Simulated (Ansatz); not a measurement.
Consider the following.

ZrGeO₃:
```cif
data_GeO3Zr
_chemical_formula_sum 'Zr1 Ge1 O3'
_space_group_name_H-M_alt 'P 1'
_space_group_IT_number 1
_cell_length_a 3.98628
_cell_length_b 3.98628
_cell_length_c 4.34494
_cell_angle_alpha 90.000
_cell_angle_beta 90.000
_cell_angle_gamma 90.000
loop_
_space_group_symop_operation_xyz
  'x, y, z'
loop_
_atom_site_label
_atom_site_type_symbol
_atom_site_fract_x
_atom_site_fract_y
_atom_site_fract_z
_atom_site_occupancy
Zr1 Zr 0.50000 0.50000 0.57916 1
Ge1 Ge 0.00000 0.00000 0.19509 1
O1 O 0.00000 0.50000 0.44954 1
O2 O 0.50000 0.00000 0.44954 1
O3 O 0.50000 0.50000 0.01685 1
```

This is the PBEsol-relaxed structure.

### Question
All from PBEsol in the plane-wave PAW code Ansatz, unless another level is named. Predict the electronic dielectric constant ε∞ (DFPT).

### Answer
6.29 (xx = yy), 5.60 (zz).

### Question
Give the Born charges (a third of the trace).

### Answer
Zr +5.17, Ge +3.53, O -2.96 to -2.78 e.

### Question
Give the largest static χ(2) component.

### Answer
51 pm/V.

Space group P4mm. The start of the workflow was typed in or built on a structure type; neither database checked (COD, Materials Project) lists it. Whether it is the stable phase at ambient conditions was not checked. The PBEsol relaxation kept the symmetry of its start. At this level the phase is dynamically unstable (imaginary phonons). The run is not spin-polarised. Scalar-relativistic: spin–orbit coupling is off unless named, which matters more the heavier the elements.

Potentials: the earlier of the program's two PAW sets. The files were generated under PBE; for other functionals the program regenerates the frozen cores, and for LDA and PBEsol the local potential too.
